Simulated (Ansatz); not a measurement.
## CuH₃: a two-dimensional sheet

The structure comes from a generated guess, relaxed at this level; another structure or a mixture of phases may lie lower.

The calculation used DFT PBE, scalar-relativistic, plane waves, PAW in Ansatz. Cutoff 420 eV; k points 18×18×1 on the computed 4-atom cell (Γ-centred); Gaussian smearing, width 0.10 eV; no spin polarisation.

The sheet is periodic along a and b; c holds vacuum.

```
CELL_PARAMETERS angstrom
2.51071 0.00000 0.00000
0.00000 2.51071 0.00000
0.00000 0.00000 31.39352
ATOMIC_POSITIONS crystal
Cu 0.50000 0.50000 0.21328
H 0.00000 0.00000 0.21292
H 0.00000 0.00000 0.33943
H 0.00000 0.00000 0.31567
```

Energies over the elements count from the elements' standard structures at the same level (H₂ as a molecule), with no fitted energy shifts.

```yaml
Layer_group: p4mm (No. 55)
In-plane_cell: a = 2.511 Å, b = 2.511 Å, γ = 90.0°
Area_per_atom: 1.58 Å²
Thickness_between_the_outermost_nuclei: 3.97 Å
Energy_over_the_elements: +0.19 eV/atom
Band_gap_over_mesh_and_path: none (metal or semimetal)
Density_of_states_at_the_Fermi_level: 0.3 states/eV per cell
Bader_charges_e: Cu1 0.31, H2 -0.29, H3 0.00, H4 -0.01
```

Levels along Γ–X–M–Γ, in eV from the Fermi level, sorted by energy at each point. Points in fractions of the primitive reciprocal vectors: Γ (0.000 0.000 0.000), X (0.000 0.500 0.000), M (0.500 0.500 0.000).
```tsv
point	k (1/Å, with 2π)	band 8	band 9	band 10	band 11	band 12	band 13	band 14
Γ	0.000	-3.61	-3.00	-3.00	-2.94	-0.71	2.45	3.39
-	0.179	-3.59	-3.10	-2.99	-2.98	-0.51	2.56	3.51
-	0.357	-3.52	-3.34	-3.09	-2.98	0.00	2.88	3.86
-	0.536	-3.62	-3.43	-3.24	-2.96	0.75	3.37	4.39
-	0.715	-3.87	-3.40	-3.33	-2.94	1.68	3.60	4.58
-	0.894	-4.06	-3.55	-3.24	-2.92	2.38	2.78	5.21
-	1.073	-4.19	-3.65	-3.18	-2.90	1.28	3.94	5.72
X	1.251	-4.23	-3.68	-3.15	-2.90	0.87	4.57	6.09
-	1.430	-4.21	-3.45	-3.14	-2.95	0.92	4.72	6.19
-	1.609	-4.15	-3.11	-3.10	-2.86	1.07	5.14	6.49
-	1.788	-4.07	-3.30	-3.06	-2.03	1.33	5.82	6.99
-	1.966	-3.54	-3.50	-2.99	-1.02	1.75	6.71	7.63
-	2.145	-3.67	-3.13	-2.82	0.16	2.34	6.49	7.81
-	2.324	-3.79	-3.02	-2.52	1.48	3.04	4.74	8.63
M	2.503	-3.83	-3.00	-2.39	2.65	3.42	3.42	7.96
-	2.755	-3.78	-3.04	-2.63	0.60	3.88	4.51	8.21
-	3.008	-3.67	-3.17	-3.17	-1.58	4.98	5.10	5.89
-	3.261	-3.75	-3.50	-3.46	-2.80	3.77	5.12	6.26
-	3.514	-3.64	-3.55	-3.31	-3.17	2.02	4.31	5.34
-	3.767	-3.47	-3.42	-3.21	-3.15	0.63	3.31	4.32
-	4.019	-3.57	-3.14	-3.04	-3.02	-0.33	2.67	3.62
Γ	4.272	-3.61	-3.00	-3.00	-2.94	-0.71	2.45	3.39
```

The last run used an 18×18×1 mesh for its 4-atom cell and Gaussian smearing of 0.10 eV. With hydrogen, zero-point motion can shift formation energies by some tens of meV/atom.
